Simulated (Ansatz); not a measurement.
InP:
```
InP
1.0
    0.00000     2.95331     2.95331
    2.95331     0.00000     2.95331
    2.95331     2.95331     0.00000
P In
1 1
Direct
  0.75000   0.75000   0.75000
  0.00000   0.00000   0.00000
```

Relaxed with r²SCAN.

### Question
Decompose the optical modes at the zone centre into irreducible representations, and say which are infrared and Raman allowed.

### Answer
Point group -43m: Γ_opt = T2. Infrared: T2. Raman: T2.

### Question
Assign frequencies (DFPT, DFT-r²SCAN in the program Ansatz with PAW potentials; without the LO–TO term).

### Answer
T2 296 cm⁻¹.

Space group F-43m (zinc blende). Symmetry was held in the r²SCAN relaxation; of distortions, only those at the zone centre were tested.

Potentials: the later of the program's two PAW sets.
